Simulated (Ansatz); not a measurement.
BAs (zinc blende)

```yaml
crystal:
  lattice:
    - [0.00000, 2.38386, 2.38386]
    - [2.38386, 0.00000, 2.38386]
    - [2.38386, 2.38386, 0.00000]
  atoms:
    - { symbol: As, position: [0.75000, 0.75000, 0.75000] }
    - { symbol: B, position: [0.00000, 0.00000, 0.00000] }
```

The slice is a {111} plane (indices of the conventional cell) through the point (0.000, 0.000, 0.000) (fractional), spanned by u = [100] and v = [-1 2 0] in vectors of this cell: u (3.37 Å) and v (5.84 Å, at 90° to u). It covers one period; positions are fractions (u, v).

All values below come from PBEsol (plane waves to 420 eV, PAW, scalar-relativistic; Ansatz, a quantum-chemistry and plane-wave program). k mesh 12×12×12. Inside the PAW spheres the values are not all-electron values, and peaks at nuclei hang on which shells count as valence. BAs was relaxed with its symmetry unable to fall. The PAW data are Ansatz's earlier set.

Predict the map of the electron localisation function (ELF) on the slice.


| v \ u | 0.00 | 0.17 | 0.33 | 0.50 | 0.67 | 0.83 |
|---|---|---|---|---|---|---|
| 0.90 | 0.41 | 0.83 | 0.74 | 0.55 | 0.74 | 0.83 |
| 0.75 | 0.12 | 0.32 | 0.58 | 0.64 | 0.58 | 0.32 |
| 0.60 | 0.08 | 0.25 | 0.60 | 0.70 | 0.60 | 0.25 |
| 0.45 | 0.57 | 0.78 | 0.77 | x | 0.77 | 0.78 |
| 0.30 | 0.51 | 0.58 | 0.55 | 0.33 | 0.55 | 0.58 |
| 0.15 | 0.87 | 0.69 | 0.18 | 0.03 | 0.18 | 0.69 |
| 0.00 | x | 0.53 | 0.70 | 0.49 | 0.70 | 0.53 |

Values: electron localisation function (ELF). Points within 0.4 Å of a nucleus are blanked (x), as the pseudised field means little there.
